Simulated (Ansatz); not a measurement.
A relaxation computed with Ansatz, from input to last step.

```yaml
crystal:
  lattice:
    - [3.1095390136, 1.7952931865, 5.0665374475]
    - [-3.1095390136, 1.7952931865, 5.0665374475]
    - [0.0, -3.5905863731, 5.0665374475]
  atoms:
    - { symbol: C, position: [0.225, 0.275, 0.75], spin: 0.43 }
    - { symbol: C, position: [0.275, 0.75, 0.225], spin: 0.43 }
    - { symbol: C, position: [0.775, 0.725, 0.25], spin: 0.43 }
    - { symbol: C, position: [0.25, 0.775, 0.725], spin: 0.43 }
    - { symbol: C, position: [0.725, 0.25, 0.775], spin: 0.43 }
    - { symbol: C, position: [0.75, 0.225, 0.275], spin: 0.43 }
    - { symbol: Br, position: [0.75, 0.75, 0.75] }
    - { symbol: Br, position: [0.25, 0.25, 0.25] }
    - { symbol: "N", position: [0.5, 0.5, 0.5] }
    - { symbol: "N", position: [0.0, 0.0, 0.0] }
basis:
  ecutwfc: 420
kpoints:
  mp_grid: { grid: [3, 3, 3] }
hamiltonian:
  xc: pbe
scf:
  occupations: { method: gaussian, width: 0.1 }
  lower_state_search: "off"
output:
  forces: true
  stress: true
  eigenvalues: true
  populations: true
magnetization:
  spin_polarized: true
relax:
  adjacent_minimum: "off"
  f_tol: 0.04
  max_steps: 70
  cell: { stress_tol: 0.4 }
```

```bash
ansatz run input.yaml --threads 1 --pin off --max-ram 2560MiB --backend cpu --events-out ev --progress --plain --runs-dir out
```

All numbers below come from Ansatz, DFT PBE, scalar-relativistic, plane waves, PAW.

Of 19 frames 10 are shown, positions in Å and forces in eV/Å; the SCF threshold varies from step to step. Steps run on the plane waves of an earlier cell, with a Pulay correction in the pressure. The basis is chosen afresh for the last frame, the zero of the energies, and at times for earlier ones too; energy and pressure step there, also at an unchanged geometry.

```xyz
10
Lattice="3.1095 1.7953 5.0665 -3.1095 1.7953 5.0665 0.0000 -3.5906 5.0665" Properties=species:S:1:pos:R:3:forces:R:3 pbc="T T T" step=1 free_energy_over_end_meV_per_atom=641.62 pressure_GPa=-17.02
C    -0.1555   -1.7953    6.3332   -0.1847    0.0000    0.0000
C    -1.4770    1.0323    6.3332    0.0924    0.1600    0.0000
C     0.1555    1.7953    8.8664    0.1847    0.0000    0.0000
C    -1.6325   -0.7630    8.8664   -0.0924    0.1600    0.0000
C     1.4770   -1.0323    8.8664   -0.0924   -0.1600    0.0000
C     1.6325    0.7630    6.3332    0.0924   -0.1600    0.0000
Br    0.0000    0.0000   11.3997    0.0000    0.0000    0.0000
Br    0.0000    0.0000    3.7999    0.0000    0.0000    0.0000
N     0.0000    0.0000    7.5998    0.0000    0.0000    0.0000
N     0.0000    0.0000    0.0000    0.0000    0.0000    0.0000
10
Lattice="2.8075 1.6209 4.5779 -2.8075 1.6209 4.5779 0.0000 -3.2418 4.5779" Properties=species:S:1:pos:R:3:forces:R:3 pbc="T T T" step=3 free_energy_over_end_meV_per_atom=190.68 pressure_GPa=-13.65
C    -0.1916   -1.6209    5.7223   -0.2553    0.0000    0.0000
C    -1.3080    0.9764    5.7223    0.1276    0.2211    0.0000
C     0.1916    1.6209    8.0112    0.2553    0.0000    0.0000
C    -1.4995   -0.6445    8.0112   -0.1276    0.2211    0.0000
C     1.3080   -0.9764    8.0112   -0.1276   -0.2211    0.0000
C     1.4995    0.6445    5.7223    0.1276   -0.2211    0.0000
Br    0.0000    0.0000   10.3002    0.0000    0.0000    0.0000
Br    0.0000    0.0000    3.4334    0.0000    0.0000    0.0000
N     0.0000    0.0000    6.8668    0.0000    0.0000    0.0000
N     0.0000    0.0000    0.0000    0.0000    0.0000    0.0000
10
Lattice="2.5714 1.4846 4.3010 -2.5714 1.4846 4.3010 0.0000 -2.9691 4.3010" Properties=species:S:1:pos:R:3:forces:R:3 pbc="T T T" step=5 free_energy_over_end_meV_per_atom=56.77 pressure_GPa=2.91
C    -0.2266   -1.4846    5.3762    0.0425    0.0000    0.0000
C    -1.1724    0.9385    5.3762   -0.0213   -0.0368    0.0000
C     0.2266    1.4846    7.5267   -0.0425    0.0000    0.0000
C    -1.3990   -0.5460    7.5267    0.0213   -0.0368    0.0000
C     1.1724   -0.9385    7.5267    0.0213    0.0368    0.0000
C     1.3990    0.5460    5.3762   -0.0213    0.0368    0.0000
Br    0.0000    0.0000    9.6772    0.0000    0.0000    0.0000
Br    0.0000    0.0000    3.2257    0.0000    0.0000    0.0000
N     0.0000    0.0000    6.4515    0.0000    0.0000    0.0000
N     0.0000    0.0000    0.0000    0.0000    0.0000    0.0000
10
Lattice="2.5386 1.4657 4.6283 -2.5386 1.4657 4.6283 0.0000 -2.9313 4.6283" Properties=species:S:1:pos:R:3:forces:R:3 pbc="T T T" step=7 free_energy_over_end_meV_per_atom=39.44 pressure_GPa=-1.72
C    -0.2111   -1.4657    5.7854   -0.0478    0.0000    0.0000
C    -1.1638    0.9156    5.7854    0.0239    0.0414    0.0000
C     0.2111    1.4657    8.0995    0.0478    0.0000    0.0000
C    -1.3748   -0.5500    8.0995   -0.0239    0.0414    0.0000
C     1.1638   -0.9156    8.0995   -0.0239   -0.0414    0.0000
C     1.3748    0.5500    5.7854    0.0239   -0.0414    0.0000
Br    0.0000    0.0000   10.4137    0.0000    0.0000    0.0000
Br    0.0000    0.0000    3.4712    0.0000    0.0000    0.0000
N     0.0000    0.0000    6.9425    0.0000    0.0000    0.0000
N     0.0000    0.0000    0.0000    0.0000    0.0000    0.0000
10
Lattice="2.4415 1.4096 5.0130 -2.4415 1.4096 5.0130 0.0000 -2.8192 5.0130" Properties=species:S:1:pos:R:3:forces:R:3 pbc="T T T" step=9 free_energy_over_end_meV_per_atom=24.86 pressure_GPa=0.65
C    -0.2225   -1.4096    6.2662   -0.0595    0.0000    0.0000
C    -1.1095    0.8975    6.2662    0.0297    0.0515    0.0000
C     0.2225    1.4096    8.7727    0.0595    0.0000    0.0000
C    -1.3320   -0.5121    8.7727   -0.0297    0.0515    0.0000
C     1.1095   -0.8975    8.7727   -0.0297   -0.0515    0.0000
C     1.3320    0.5121    6.2662    0.0297   -0.0515    0.0000
Br    0.0000    0.0000   11.2792    0.0000    0.0000    0.0000
Br    0.0000    0.0000    3.7597    0.0000    0.0000    0.0000
N     0.0000    0.0000    7.5195    0.0000    0.0000    0.0000
N     0.0000    0.0000    0.0000    0.0000    0.0000    0.0000
10
Lattice="2.4372 1.4071 5.1384 -2.4372 1.4071 5.1384 0.0000 -2.8142 5.1384" Properties=species:S:1:pos:R:3:forces:R:3 pbc="T T T" step=11 free_energy_over_end_meV_per_atom=21.04 pressure_GPa=0.03
C    -0.2703   -1.4071    6.4230    0.0552    0.0000    0.0000
C    -1.0834    0.9377    6.4230   -0.0276   -0.0478    0.0000
C     0.2703    1.4071    8.9922   -0.0552    0.0000    0.0000
C    -1.3537   -0.4694    8.9922    0.0276   -0.0478    0.0000
C     1.0834   -0.9377    8.9922    0.0276    0.0478    0.0000
C     1.3537    0.4694    6.4230   -0.0276    0.0478    0.0000
Br    0.0000    0.0000   11.5614    0.0000    0.0000    0.0000
Br    0.0000    0.0000    3.8538    0.0000    0.0000    0.0000
N     0.0000    0.0000    7.7076    0.0000    0.0000    0.0000
N     0.0000    0.0000    0.0000    0.0000    0.0000    0.0000
10
Lattice="2.3242 1.3419 5.6326 -2.3242 1.3419 5.6326 0.0000 -2.6837 5.6326" Properties=species:S:1:pos:R:3:forces:R:3 pbc="T T T" step=13 free_energy_over_end_meV_per_atom=1.08 pressure_GPa=-0.25
C    -0.2500   -1.3419    7.0408    0.0432    0.0000    0.0000
C    -1.0371    0.8875    7.0408   -0.0216   -0.0374    0.0000
C     0.2500    1.3419    9.8571   -0.0432    0.0000    0.0000
C    -1.2871   -0.4544    9.8571    0.0216   -0.0374    0.0000
C     1.0371   -0.8875    9.8571    0.0216    0.0374    0.0000
C     1.2871    0.4544    7.0408   -0.0216    0.0374    0.0000
Br    0.0000    0.0000   12.6734    0.0000    0.0000    0.0000
Br    0.0000    0.0000    4.2245    0.0000    0.0000    0.0000
N     0.0000    0.0000    8.4489    0.0000    0.0000    0.0000
N     0.0000    0.0000    0.0000    0.0000    0.0000    0.0000
10
Lattice="2.3390 1.3504 5.5693 -2.3390 1.3504 5.5693 0.0000 -2.7009 5.5693" Properties=species:S:1:pos:R:3:forces:R:3 pbc="T T T" step=15 free_energy_over_end_meV_per_atom=0.04 pressure_GPa=-0.38
C    -0.2535   -1.3504    6.9617    0.0312    0.0000    0.0000
C    -1.0428    0.8947    6.9617   -0.0156   -0.0270    0.0000
C     0.2535    1.3504    9.7464   -0.0312    0.0000    0.0000
C    -1.2962   -0.4557    9.7464    0.0156   -0.0270    0.0000
C     1.0428   -0.8947    9.7464    0.0156    0.0270    0.0000
C     1.2962    0.4557    6.9617   -0.0156    0.0270    0.0000
Br    0.0000    0.0000   12.5310    0.0000    0.0000    0.0000
Br    0.0000    0.0000    4.1770    0.0000    0.0000    0.0000
N     0.0000    0.0000    8.3540    0.0000    0.0000    0.0000
N     0.0000    0.0000    0.0000    0.0000    0.0000    0.0000
10
Lattice="2.3396 1.3508 5.5446 -2.3396 1.3508 5.5446 0.0000 -2.7015 5.5446" Properties=species:S:1:pos:R:3:forces:R:3 pbc="T T T" step=17 free_energy_over_end_meV_per_atom=0.12 pressure_GPa=-0.22
C    -0.2477   -1.3508    6.9307   -0.0190    0.0000    0.0000
C    -1.0460    0.8899    6.9307    0.0095    0.0165    0.0000
C     0.2477    1.3508    9.7030    0.0190    0.0000    0.0000
C    -1.2936   -0.4609    9.7030   -0.0095    0.0165    0.0000
C     1.0460   -0.8899    9.7030   -0.0095   -0.0165    0.0000
C     1.2936    0.4609    6.9307    0.0095   -0.0165    0.0000
Br    0.0000    0.0000   12.4753    0.0000    0.0000    0.0000
Br    0.0000    0.0000    4.1584    0.0000    0.0000    0.0000
N     0.0000    0.0000    8.3168    0.0000    0.0000    0.0000
N     0.0000    0.0000    0.0000    0.0000    0.0000    0.0000
10
Lattice="2.3329 1.3469 5.5622 -2.3329 1.3469 5.5622 0.0000 -2.6938 5.5622" Properties=species:S:1:pos:R:3:forces:R:3 pbc="T T T" step=19 free_energy_over_end_meV_per_atom=0.00 pressure_GPa=0.08
C    -0.2484   -1.3469    6.9527    0.0067    0.0000    0.0000
C    -1.0423    0.8885    6.9527   -0.0033   -0.0058    0.0000
C     0.2484    1.3469    9.7338   -0.0067    0.0000    0.0000
C    -1.2906   -0.4584    9.7338    0.0033   -0.0058    0.0000
C     1.0423   -0.8885    9.7338    0.0033    0.0058    0.0000
C     1.2906    0.4584    6.9527   -0.0033    0.0058    0.0000
Br    0.0000    0.0000   12.5149    0.0000    0.0000    0.0000
Br    0.0000    0.0000    4.1716    0.0000    0.0000    0.0000
N     0.0000    0.0000    8.3433    0.0000    0.0000    0.0000
N     0.0000    0.0000    0.0000    0.0000    0.0000    0.0000
```

The start puts this composition into another compound's structure type, which needn't suit it. The cell shrinks from 17.0 to 10.5 Å³ an atom, so the end can be far from any stable crystal. At the end the space group is R-3c (tolerance 0.05 Å).

Time: 3.2 min on 1 thread of Arm Neoverse V1, on a shared host, peak memory 0.53 GiB.

The k mesh is coarse.